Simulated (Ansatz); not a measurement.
NbRu (CsCl type, Pm-3m), DFT-PBEsol in the program Ansatz with PAW potentials, all energies at zero smearing, with the estimated change up to a 700 eV cutoff added, with one set of potentials and settings (totals compare only within such a set). Cell of 2 atoms (1 Ru, 1 Nb): -10312.252 eV.

| element | reference phase | E (eV/atom) |
|---|---|---|
| Ru | P6_3/mmc, 2 atoms in the cell | -5816.5026 |
| Nb | Im-3m, 1 atoms in the cell | -4495.4542 |

Formation energy per atom, worked out: (-10312.252 − 1×(-5816.5026) − 1×(-4495.4542))/2 = -0.148 eV/atom (-14 kJ per mol of atoms), at 0 K, without zero-point energy or fitted corrections.

The workflow started from an entry of the Crystallography Open Database (COD), which files this formula under 2 space groups. Its standing as an ambient phase is unchecked. The PBEsol relaxation kept the symmetry of its start. At this level the phase is mechanically unstable. No spin polarisation was allowed. The references are the lowest solids computed at this level, not always the standard phases.

Potentials: the later of the program's two PAW sets.
